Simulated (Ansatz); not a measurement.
This is a relaxation of cell and atoms with Ansatz on a 14-atom cell of Si2GeN4 built on β-Si3N4 (relaxed group Pm); the level of theory is PBE. It starts from a guessed cell.

```yaml
crystal:
  lattice:
    - [7.66676344, 0.0, 0.0]
    - [0.0, 2.92896889, 0.0]
    - [-3.83338172, 0.0, 6.6396119]
  atoms:
    - { symbol: Si, position: [0.59386372, 0.5, 0.82494615] }
    - { symbol: Si, position: [0.82494615, 0.0, 0.23108243] }
    - { symbol: Ge, position: [0.76891757, 0.0, 0.59386372] }
    - { symbol: Si, position: [0.23108243, 0.5, 0.40613628] }
    - { symbol: Si, position: [0.17505385, 0.5, 0.76891757] }
    - { symbol: Ge, position: [0.40613628, 0.0, 0.17505385] }
    - { symbol: "N", position: [0.33333334, 0.5, 0.66666667] }
    - { symbol: "N", position: [0.66666666, 0.0, 0.33333333] }
    - { symbol: "N", position: [0.70065891, 0.5, 0.6698534] }
    - { symbol: "N", position: [0.6698534, 0.0, 0.96919449] }
    - { symbol: "N", position: [0.03080551, 0.0, 0.70065891] }
    - { symbol: "N", position: [0.96919449, 0.5, 0.29934109] }
    - { symbol: "N", position: [0.29934109, 0.0, 0.3301466] }
    - { symbol: "N", position: [0.3301466, 0.5, 0.03080551] }
kpoints:
  mp_grid: { grid: [4, 8, 4] }
hamiltonian:
  xc: pbe
scf:
  occupations: { method: fermi_dirac, width: 0.02 }
relax:
  f_tol: 0.005
  cell: {}
```

The trajectory has 10 recorded frames, each with positions in Å and forces in eV/Å. The last, and any step after a large change of cell, is solved on a basis re-selected at its cell; pressure is positive in compression.

Step 1: energy 0.0 meV/atom from step 1, largest force component 3.308 eV/Å, pressure +16.06 GPa
```xyz
14
Lattice="7.6668 0.0000 0.0000 0.0000 2.9290 0.0000 -3.8334 0.0000 6.6396" Properties=species:S:1:pos:R:3:forces:R:3 pbc="T T T"
Si    1.3907    1.4645    5.4773    0.0018    0.0000   -0.0925
Si    5.4388    0.0000    1.5343    0.0041    0.0000    0.0096
Ge    3.6186    0.0000    3.9430   -0.5276    0.0000    0.2999
Si    0.2148    1.4645    2.6966   -0.0572    0.0000    0.1004
Si   -1.6055    1.4645    5.1053    0.1187    0.0000    0.1168
Ge    2.4427    0.0000    1.1623    0.1122    0.0000   -0.7817
N     0.0000    1.4645    4.4264   -0.0067    0.0000   -0.0146
N     3.8334    0.0000    2.2132    2.9752    0.0000   -1.2611
N     2.8040    1.4645    4.4476   -2.8240    0.0000    1.7651
N     1.4203    0.0000    6.4351    0.0262    0.0000    0.0002
N    -2.4497    0.0000    4.6521    2.9067    0.0000    1.3063
N     6.2831    1.4645    1.9875   -0.0196    0.0000   -0.0172
N     1.0294    0.0000    2.1920   -2.5644    0.0000    1.8767
N     2.4131    1.4645    0.2045   -0.1453    0.0000   -3.3078
```

Step 2: energy -59.5 meV/atom from step 1, largest force component 1.398 eV/Å, pressure +6.13 GPa
```xyz
14
Lattice="7.7513 0.0000 0.0005 0.0000 2.9622 0.0000 -3.8753 0.0000 6.7116" Properties=species:S:1:pos:R:3:forces:R:3 pbc="T T T"
Si    1.3839    1.4811    5.5532    0.1040    0.0000   -0.1690
Si    5.5160    0.0000    1.5384   -0.1916    0.0000    0.0540
Ge    3.6659    0.0000    4.0061   -0.3032    0.0000    0.0615
Si    0.1953    1.4811    2.7351    0.1270    0.0000   -0.0468
Si   -1.5970    1.4811    5.1421   -0.0786    0.0000    0.1502
Ge    2.4591    0.0000    1.1636    0.0412    0.0000   -0.2169
N     0.0076    1.4811    4.4729   -0.0378    0.0000    0.0063
N     3.9104    0.0000    2.2242    1.2791    0.0000   -0.4890
N     2.8022    1.4811    4.5348   -1.1828    0.0000    0.7715
N     1.4279    0.0000    6.5058   -0.0387    0.0000    0.0354
N    -2.4289    0.0000    4.7140    1.3006    0.0000    0.4177
N     6.3509    1.4811    1.9995    0.0736    0.0000    0.0054
N     0.9992    0.0000    2.2345   -1.0139    0.0000    0.8177
N     2.4398    1.4811    0.1603   -0.0789    0.0000   -1.3978
```

Step 3: energy -72.6 meV/atom from step 1, largest force component 0.316 eV/Å, pressure +0.71 GPa
```xyz
14
Lattice="7.8145 0.0000 -0.0238 0.0000 2.9822 0.0000 -3.9278 0.0000 6.7660" Properties=species:S:1:pos:R:3:forces:R:3 pbc="T T T"
Si    1.3647    1.4911    5.5968    0.0314    0.0000   -0.1032
Si    5.5614    0.0000    1.5313   -0.0954    0.0000    0.0455
Ge    3.6799    0.0000    4.0329   -0.1380    0.0000    0.0560
Si    0.1849    1.4911    2.7580    0.0335    0.0000   -0.0324
Si   -1.6091    1.4911    5.1585   -0.1095    0.0000    0.0705
Ge    2.4650    0.0000    1.1563    0.0691    0.0000   -0.2008
N    -0.0018    1.4911    4.4993    0.0087    0.0000    0.0174
N     3.9581    0.0000    2.2201    0.2385    0.0000   -0.0783
N     2.7863    1.4911    4.5899   -0.1172    0.0000    0.1343
N     1.4045    0.0000    6.5492   -0.0306    0.0000    0.0177
N    -2.4225    0.0000    4.7319    0.3158    0.0000    0.0152
N     6.4015    1.4911    1.9868    0.0601    0.0000   -0.0116
N     0.9838    0.0000    2.2684   -0.1919    0.0000    0.2042
N     2.4500    1.4911    0.1166   -0.0745    0.0000   -0.1344
```

Step 4: energy -73.0 meV/atom from step 1, largest force component 0.227 eV/Å, pressure +0.74 GPa
```xyz
14
Lattice="7.7911 0.0000 -0.0246 0.0000 2.9852 0.0000 -3.9169 0.0000 6.7729" Properties=species:S:1:pos:R:3:forces:R:3 pbc="T T T"
Si    1.3664    1.4926    5.6069   -0.1065    0.0000    0.0264
Si    5.5464    0.0000    1.5363    0.2269    0.0000   -0.0131
Ge    3.6655    0.0000    4.0286   -0.0209    0.0000    0.0550
Si    0.1958    1.4926    2.7753   -0.1267    0.0000    0.0653
Si   -1.6157    1.4926    5.1577    0.1829    0.0000   -0.1906
Ge    2.4480    0.0000    1.1427   -0.0557    0.0000    0.0504
N     0.0005    1.4926    4.5165    0.0519    0.0000    0.0250
N     3.9439    0.0000    2.2106    0.0054    0.0000   -0.0440
N     2.7985    1.4926    4.6243   -0.0304    0.0000   -0.0040
N     1.3904    0.0000    6.5612   -0.0182    0.0000    0.0020
N    -2.3858    0.0000    4.6783   -0.0651    0.0000    0.1404
N     6.3981    1.4926    1.9815   -0.0538    0.0000   -0.0438
N     0.9995    0.0000    2.3098   -0.0327    0.0000    0.0225
N     2.3681    1.4926    0.1085    0.0429    0.0000   -0.0915
```

Step 5: energy -73.4 meV/atom from step 1, largest force component 0.043 eV/Å, pressure +0.02 GPa
```xyz
14
Lattice="7.8135 0.0000 -0.0305 0.0000 2.9849 0.0000 -3.9332 0.0000 6.7804" Properties=species:S:1:pos:R:3:forces:R:3 pbc="T T T"
Si    1.3599    1.4925    5.6088    0.0131    0.0000    0.0327
Si    5.5629    0.0000    1.5315   -0.0237    0.0000   -0.0020
Ge    3.6724    0.0000    4.0365    0.0031    0.0000   -0.0312
Si    0.1871    1.4925    2.7726    0.0322    0.0000   -0.0433
Si   -1.6135    1.4925    5.1575   -0.0357    0.0000    0.0023
Ge    2.4559    0.0000    1.1441    0.0166    0.0000    0.0065
N    -0.0015    1.4925    4.5133   -0.0004    0.0000   -0.0033
N     3.9576    0.0000    2.2131   -0.0149    0.0000    0.0183
N     2.7944    1.4925    4.6242    0.0018    0.0000   -0.0027
N     1.3850    0.0000    6.5638    0.0033    0.0000   -0.0141
N    -2.4028    0.0000    4.7042    0.0096    0.0000    0.0058
N     6.4109    1.4925    1.9758    0.0070    0.0000    0.0070
N     0.9923    0.0000    2.3005   -0.0174    0.0000    0.0132
N     2.4013    1.4925    0.1029    0.0055    0.0000    0.0110
```

Step 6: energy -73.4 meV/atom from step 1, largest force component 0.007 eV/Å, pressure 0.00 GPa
```xyz
14
Lattice="7.8137 0.0000 -0.0306 0.0000 2.9855 0.0000 -3.9334 0.0000 6.7796" Properties=species:S:1:pos:R:3:forces:R:3 pbc="T T T"
Si    1.3596    1.4928    5.6086   -0.0074    0.0000   -0.0064
Si    5.5622    0.0000    1.5315    0.0043    0.0000   -0.0002
Ge    3.6719    0.0000    4.0356    0.0003    0.0000    0.0059
Si    0.1881    1.4928    2.7702   -0.0064    0.0000    0.0074
Si   -1.6147    1.4928    5.1573    0.0067    0.0000   -0.0066
Ge    2.4574    0.0000    1.1443   -0.0004    0.0000   -0.0050
N    -0.0021    1.4928    4.5117    0.0036    0.0000    0.0044
N     3.9575    0.0000    2.2139    0.0002    0.0000   -0.0009
N     2.7934    1.4928    4.6225    0.0043    0.0000   -0.0023
N     1.3856    0.0000    6.5626    0.0001    0.0000    0.0061
N    -2.4042    0.0000    4.7060   -0.0042    0.0000   -0.0008
N     6.4107    1.4928    1.9760   -0.0039    0.0000   -0.0038
N     0.9919    0.0000    2.2988    0.0044    0.0000   -0.0041
N     2.4050    1.4928    0.1036   -0.0015    0.0000    0.0064
```

Step 7: energy -73.4 meV/atom from step 1, largest force component 0.002 eV/Å, pressure 0.00 GPa
```xyz
14
Lattice="7.8141 0.0000 -0.0302 0.0000 2.9852 0.0000 -3.9333 0.0000 6.7798" Properties=species:S:1:pos:R:3:forces:R:3 pbc="T T T"
Si    1.3599    1.4926    5.6090   -0.0001    0.0000    0.0000
Si    5.5626    0.0000    1.5318    0.0001    0.0000   -0.0002
Ge    3.6725    0.0000    4.0361   -0.0011    0.0000    0.0008
Si    0.1880    1.4926    2.7706    0.0017    0.0000   -0.0012
Si   -1.6143    1.4926    5.1574    0.0005    0.0000   -0.0001
Ge    2.4576    0.0000    1.1444    0.0001    0.0000   -0.0003
N    -0.0017    1.4926    4.5122   -0.0002    0.0000    0.0005
N     3.9578    0.0000    2.2142    0.0001    0.0000   -0.0004
N     2.7940    1.4926    4.6231    0.0004    0.0000   -0.0001
N     1.3858    0.0000    6.5633   -0.0003    0.0000    0.0000
N    -2.4040    0.0000    4.7059    0.0000    0.0000   -0.0001
N     6.4112    1.4926    1.9763   -0.0005    0.0000    0.0001
N     0.9922    0.0000    2.2989   -0.0010    0.0000    0.0007
N     2.4048    1.4926    0.1037    0.0002    0.0000    0.0003
```

Step 8: energy -75.8 meV/atom from step 1, largest force component 0.002 eV/Å, pressure +0.33 GPa
```xyz
14
Lattice="7.8141 0.0000 -0.0302 0.0000 2.9852 0.0000 -3.9333 0.0000 6.7798" Properties=species:S:1:pos:R:3:forces:R:3 pbc="T T T"
Si    1.3599    1.4926    5.6090   -0.0007    0.0000   -0.0001
Si    5.5626    0.0000    1.5318    0.0004    0.0000   -0.0001
Ge    3.6725    0.0000    4.0361   -0.0009    0.0000    0.0008
Si    0.1880    1.4926    2.7706    0.0017    0.0000   -0.0011
Si   -1.6143    1.4926    5.1574    0.0003    0.0000   -0.0002
Ge    2.4576    0.0000    1.1444    0.0006    0.0000   -0.0006
N    -0.0017    1.4926    4.5122    0.0000    0.0000    0.0005
N     3.9578    0.0000    2.2142    0.0007    0.0000   -0.0008
N     2.7940    1.4926    4.6231   -0.0009    0.0000    0.0002
N     1.3858    0.0000    6.5633   -0.0007    0.0000    0.0003
N    -2.4040    0.0000    4.7059    0.0011    0.0000   -0.0006
N     6.4112    1.4926    1.9763   -0.0004    0.0000    0.0008
N     0.9922    0.0000    2.2989   -0.0020    0.0000    0.0019
N     2.4048    1.4926    0.1037    0.0008    0.0000   -0.0011
```

Step 9: energy -75.7 meV/atom from step 1, largest force component 0.004 eV/Å, pressure 0.00 GPa
```xyz
14
Lattice="7.8186 0.0000 -0.0310 0.0000 2.9864 0.0000 -3.9362 0.0000 6.7839" Properties=species:S:1:pos:R:3:forces:R:3 pbc="T T T"
Si    1.3607    1.4932    5.6114   -0.0020    0.0000   -0.0006
Si    5.5651    0.0000    1.5318    0.0009    0.0000    0.0035
Ge    3.6747    0.0000    4.0381    0.0021    0.0000   -0.0022
Si    0.1872    1.4932    2.7719   -0.0012    0.0000   -0.0009
Si   -1.6152    1.4932    5.1610   -0.0014    0.0000   -0.0030
Ge    2.4585    0.0000    1.1451    0.0005    0.0000    0.0036
N    -0.0021    1.4932    4.5145    0.0012    0.0000    0.0024
N     3.9596    0.0000    2.2151    0.0025    0.0000   -0.0009
N     2.7954    1.4932    4.6250   -0.0017    0.0000    0.0003
N     1.3865    0.0000    6.5664   -0.0015    0.0000   -0.0024
N    -2.4055    0.0000    4.7094    0.0025    0.0000    0.0011
N     6.4140    1.4932    1.9768   -0.0026    0.0000   -0.0004
N     0.9916    0.0000    2.2996    0.0002    0.0000    0.0011
N     2.4066    1.4932    0.1039    0.0003    0.0000   -0.0017
```

Step 10: energy -75.8 meV/atom from step 1, largest force component 0.004 eV/Å, pressure 0.00 GPa
```xyz
14
Lattice="7.8186 0.0000 -0.0310 0.0000 2.9864 0.0000 -3.9362 0.0000 6.7839" Properties=species:S:1:pos:R:3:forces:R:3 pbc="T T T"
Si    1.3607    1.4932    5.6114   -0.0020    0.0000   -0.0005
Si    5.5651    0.0000    1.5318    0.0011    0.0000    0.0034
Ge    3.6747    0.0000    4.0381    0.0021    0.0000   -0.0021
Si    0.1872    1.4932    2.7719   -0.0012    0.0000   -0.0010
Si   -1.6152    1.4932    5.1610   -0.0014    0.0000   -0.0030
Ge    2.4585    0.0000    1.1451    0.0004    0.0000    0.0035
N    -0.0021    1.4932    4.5145    0.0011    0.0000    0.0024
N     3.9596    0.0000    2.2151    0.0025    0.0000   -0.0009
N     2.7954    1.4932    4.6250   -0.0016    0.0000    0.0003
N     1.3865    0.0000    6.5664   -0.0015    0.0000   -0.0024
N    -2.4055    0.0000    4.7094    0.0025    0.0000    0.0011
N     6.4140    1.4932    1.9768   -0.0026    0.0000   -0.0003
N     0.9916    0.0000    2.2996    0.0002    0.0000    0.0011
N     2.4066    1.4932    0.1039    0.0004    0.0000   -0.0016
```

In 8 steps the volume changed by +6.0 %; between the first SCF and the last, each on a basis chosen for its cell, the energy fell by 75.8 meV an atom. At the end: the symmetry is Pm (No. 6, monoclinic); conventional cell a = 7.789 Å, b = 2.986 Å, c = 7.819 Å, β = 119.7°, 11.29 Å³ an atom. Around Si lie 4 N at 1.74–1.77 Å; around Ge lie 4 N at 1.83–1.85 Å; around Si lie 4 N at 1.75–1.77 Å; around Si lie 4 N at 1.73–1.75 Å; around Ge lie 4 N at 1.82–1.87 Å; around N lie 3 Si at 1.74–1.75 Å; around N lie 1 Si at 1.74 Å and 2 Ge at 1.84–1.85 Å (further sites aren't listed).

Task: What wall time did it need on 1 × NVIDIA H100 80GB HBM3 with 2 threads of AMD EPYC 7R13 Processor (Zen 3), on a shared host, and what peak of host memory did it reach?

Result: About 23 s, with a peak of 1.2 GiB.

Simulation only: spin-unpolarised, and no claim that this is the phase found in nature.
